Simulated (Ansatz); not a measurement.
# Band structure of Ga

```
Ga
1.0
     2.25535   -3.82240    0.00000
     2.25535    3.82240    0.00000
     0.00000    0.00000    4.51670
Ga
4
Cartesian
  2.2553 2.6566 0.3546
  2.2553 -1.1658 1.9038
  2.2553 -2.6566 4.1621
  2.2553 1.1658 2.6129
```

Atoms are numbered in the order listed.

The cell is COD entry 9008562, as deposited and not checked against the literature; nothing was relaxed.

Computed with Ansatz 0.2.0, DFT, PBEsol, all-electron LAPW, scalar-relativistic.

Settings: a Γ-centred 9×9×8 k mesh, Fermi–Dirac smearing of 0.05 eV, basis error target 1 meV/atom, no spin polarisation.

Points in fractions of the reciprocal vectors of this cell: Γ (0, 0, 0), Y (-0.5, 0.5, 0), C0 (-0.337, 0.663, 0), Σ0 (0.337, 0.337, 0), Z (0, 0, 0.5), A0 (0.337, 0.337, 0.5), E0 (-0.337, 0.663, 0.5), T (-0.5, 0.5, 0.5). The path joins them by straight lines in the order Γ–Y–C0–Σ0–Γ–Z–A0–E0–T; legs that retrace an earlier one aren't tabulated. Energies are in eV from the Fermi level.

Metal or insulator at this level of theory?

No gap opens: metallic or semimetallic.

Tabulate bands 39 to 45, counted from the lowest band of the run, along the path.


```csv
k (1/Å),point,band 39,band 40,band 41,band 42,band 43,band 44,band 45
0.00,Γ,-3.67,-1.67,-1.57,-0.88,0.92,0.95,0.96
0.12,,-3.71,-1.73,-1.72,-1.48,1.06,1.18,1.74
0.23,,-3.97,-2.20,-2.07,-1.84,1.40,1.75,3.09
0.35,,-4.26,-2.45,-2.40,-1.93,1.75,2.48,3.70
0.47,,-4.25,-2.78,-2.22,-1.92,1.81,2.84,3.22
0.59,,-4.25,-3.04,-1.90,-1.83,1.53,1.99,3.51
0.70,,-4.26,-3.19,-1.70,-1.57,1.19,1.35,3.38
0.82,Y,-4.26,-3.24,-1.64,-1.41,1.05,1.09,3.34
0.89,,-4.55,-2.95,-1.62,-1.40,1.08,1.11,3.05
0.95,,-5.06,-2.43,-1.58,-1.36,1.16,1.17,2.53
1.02,,-5.61,-1.89,-1.51,-1.29,1.24,1.34,1.97
1.08,,-6.16,-1.41,-1.39,-1.21,1.36,1.42,1.59
1.15,,-6.68,-1.28,-1.11,-0.95,0.89,1.51,1.69
1.21,,-6.90,-1.13,-1.01,-0.60,0.39,1.31,1.69
1.28,C0,-6.71,-0.97,-0.94,-0.35,-0.07,1.01,1.90
1.41,,-6.17,-1.16,-1.00,-0.76,0.43,0.79,2.43
1.55,,-5.22,-1.89,-1.15,-1.12,0.66,0.99,2.56
1.68,,-4.10,-2.95,-1.25,-1.25,0.67,0.85,3.44
1.82,,-4.10,-2.95,-1.25,-1.25,0.67,0.85,3.44
1.96,,-5.22,-1.89,-1.15,-1.12,0.66,0.99,2.56
2.09,,-6.17,-1.16,-1.00,-0.76,0.43,0.79,2.43
2.23,Σ0,-6.71,-0.97,-0.94,-0.35,-0.07,1.01,1.90
2.36,,-6.25,-1.14,-1.00,-0.34,-0.07,0.84,2.43
2.50,,-5.71,-1.87,-1.30,-0.06,0.16,1.22,3.08
2.63,,-5.16,-2.51,-1.54,-0.23,0.70,1.89,2.88
2.77,,-4.71,-3.01,-1.48,-0.46,1.03,2.71,3.02
2.90,,-4.26,-3.38,-1.02,-0.68,1.06,1.51,3.27
3.03,,-3.60,-3.00,-0.83,-0.17,-0.11,0.99,2.19
3.17,Γ,-3.67,-1.67,-1.57,-0.88,0.92,0.95,0.96
3.27,,-3.06,-1.63,-1.53,-0.85,0.79,0.96,1.16
3.37,,-2.24,-1.53,-1.42,-0.77,0.73,1.00,1.47
3.47,,-1.49,-1.36,-1.23,-0.65,0.72,1.04,1.75
3.57,,-1.13,-0.97,-0.87,-0.49,0.73,1.01,1.78
3.67,,-0.83,-0.65,-0.42,-0.32,0.65,0.84,1.65
3.77,,-0.47,-0.27,-0.18,-0.17,0.36,0.52,1.77
3.86,Z,-0.16,-0.16,-0.01,-0.01,0.13,0.13,2.15
4.00,,-1.31,-1.31,-0.25,-0.25,1.32,1.32,2.15
4.13,,-2.52,-2.52,-0.79,-0.79,2.04,2.04,2.56
4.27,,-3.62,-3.62,-1.50,-1.50,2.33,2.33,3.11
4.40,,-4.57,-4.57,-2.24,-2.24,2.77,2.77,3.60
4.54,,-5.39,-5.39,-2.90,-2.90,3.36,3.36,4.15
4.67,,-6.03,-6.03,-3.42,-3.42,4.06,4.06,4.77
4.80,A0,-6.08,-6.08,-3.69,-3.69,4.13,4.13,5.10
4.94,,-6.12,-6.12,-3.38,-3.38,3.44,3.44,5.24
5.08,,-6.13,-6.13,-2.63,-2.63,1.90,1.90,6.18
5.21,,-6.16,-6.16,-1.77,-1.77,0.67,0.67,6.97
5.35,,-6.16,-6.16,-1.77,-1.77,0.67,0.67,6.97
5.49,,-6.13,-6.13,-2.63,-2.63,1.90,1.90,6.18
5.62,,-6.12,-6.12,-3.38,-3.38,3.44,3.44,5.24
5.76,E0,-6.08,-6.08,-3.69,-3.69,4.13,4.13,5.10
5.82,,-5.85,-5.85,-3.67,-3.67,3.40,3.40,5.47
5.89,,-5.68,-5.68,-3.51,-3.51,2.61,2.61,5.89
5.95,,-5.59,-5.59,-3.20,-3.20,1.83,1.83,6.24
6.02,,-5.55,-5.55,-2.78,-2.78,1.07,1.07,6.44
6.08,,-5.54,-5.54,-2.28,-2.28,0.33,0.33,6.55
6.15,,-5.55,-5.55,-1.71,-1.71,-0.36,-0.36,6.60
6.21,T,-5.55,-5.55,-1.23,-1.23,-0.89,-0.89,6.62
```
